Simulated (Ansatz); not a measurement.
TcB2:
```xyz
6
Lattice="2.8917 0.0000 0.0000 -1.4458 2.5043 0.0000 0.0000 0.0000 7.4290" Properties=species:S:1:pos:R:3 pbc="T T T"
Tc     0.0000     1.6695     1.8572
Tc     1.4458     0.8348     5.5717
B      0.0000     1.6695     7.0719
B      1.4458     0.8348     0.3570
B      1.4458     0.8348     3.3574
B      0.0000     1.6695     4.0715
```

Relaxed with r²SCAN. Special points in fractions of this cell's reciprocal vectors: Γ (0.000, 0.000, 0.000); M (0.500, 0.000, 0.000); K (0.333, 0.333, 0.000); A (0.000, 0.000, 0.500); L (0.500, 0.000, 0.500); H (0.333, 0.333, 0.500).

List the band energies nearest the Fermi level at these points for plane-wave PAW r²SCAN (Ansatz code).

In eV from the Fermi level; about four levels below and three above (degenerate sets whole), none deeper than 8.9 eV; points with the same levels are listed once.

```tsv
k	below	above
Γ	-2.02 -2.02 -0.06 -0.06	2.82 2.82 4.82
M	-2.34 -1.45 -1.18 -1.05	2.03 2.20 3.43
K	-2.66 -2.66 -1.98 -0.69	1.83 1.83 3.49
A	-1.00 -1.00 -1.00 -1.00	3.96 3.96 3.96 3.96
L	-3.50 -3.50 -0.75 -0.75	1.68 1.68 2.60 2.60
H	-3.68 -3.68 -2.23 -2.23	0.78 0.78 2.48 2.48
```

Space group P6_3/mmc. The first step of the workflow began from a Materials Project structure, measured or hypothetical; the Crystallography Open Database copy checked does not list it. Its standing as an ambient phase is unchecked. The r²SCAN relaxation kept the symmetry of its start; its stability against distortions is not shown here. The run is not spin-polarised. Spin–orbit coupling is left out wherever it is not named.

Potentials: the later of the program's two PAW sets.
